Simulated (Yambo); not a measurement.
# Convergence of the G0W0 gap of CdSe

G0W0@PBE for CdSe (wurtzite, space group P6_3mc, No. 186) in Yambo. Reference settings: 3×3×2 Γ-centred k mesh, bands 19 to 228 and a 8 Ry block in the screening, 228 bands in G with the Bruneval-Gonze terminator, plasmon pole fitted at 27.2 eV. The PBE gap Γ → Γ on this mesh is 0.60 eV; G0W0 gaps are taken between the same points.

```csv
change from the reference,G0W0 gap Γ → Γ (eV),shift of the valence edge (eV),rough Yambo cost
reference settings,1.81,-1.19,1
"93 bands in W, 93 bands in G",1.87,-0.97,about 1/3
"151 bands in W, 151 bands in G",1.82,-1.11,within a factor of two
93 bands in G,1.81,-1.15,–
151 bands in G,1.81,-1.18,–
111 bands in W,1.85,-1.06,about 1/2
1 Ry block,1.76,-0.91,within a factor of two
3 Ry block,1.66,-0.99,within a factor of two
7 Ry block,1.79,-1.16,within a factor of two
pole fitted at 10 eV,1.79,-1.03,–
no random integration,1.78,-1.01,–
3×3×1 mesh,1.71,-1.09,about 1/3
"93 bands in G, no terminator",1.70,-0.75,–
"151 bands in G, no terminator",1.75,-0.99,–
no terminator,1.78,-1.10,–
```

The reference isn't shown to be the converged limit. Costs are rough (shared machines), scaled to the same edge states, and given only for runs that recompute the screening.

Spin-orbit splittings are left out.

The standard potential for Se keeps a d shell in the valence without the s and p states of that shell. In tests on such compounds this moved G0W0 gaps by up to about 0.9 eV, so absolute quasiparticle energies here are unreliable; differences between settings are what counts.

Geometry of the Materials Project entry, not relaxed at this level; primitive cell a = b = 4.3461 Å, c = 7.0898 Å, α = β = 90.00°, γ = 120.00°.

A shift is the quasiparticle energy of the state minus its PBE energy.
